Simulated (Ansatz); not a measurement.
V (bcc (W type), Im-3m) at seven volumes, PBEsol in the plane-wave PAW code Ansatz, scaled uniformly. One row is withheld.

```tsv
V (Å³/atom)	P (GPa)
11.776	?
12.164	13.71
12.553	6.36
12.941	0.00
13.329	-5.50
13.717	-10.25
14.106	-14.36
```

Q: Fit the shown pressures and predict the withheld one.

A: P = (3/2)B₀(x^(7/2) − x^(5/2))[1 + (3/4)(B′ − 4)(x − 1)] with x = (V₀/V)^(2/3). Least squares on the six rows gives V₀ = 12.941 Å³/atom, B₀ = 197 GPa, B′ = 3.84. At V = 11.776, x = 1.0649 and P = 22.27 GPa. The run itself gave 22.19 GPa.

The PBEsol relaxation kept the symmetry of its start. The workflow began spin-polarised and lost its moments.

Potentials: the later of the program's two PAW sets.
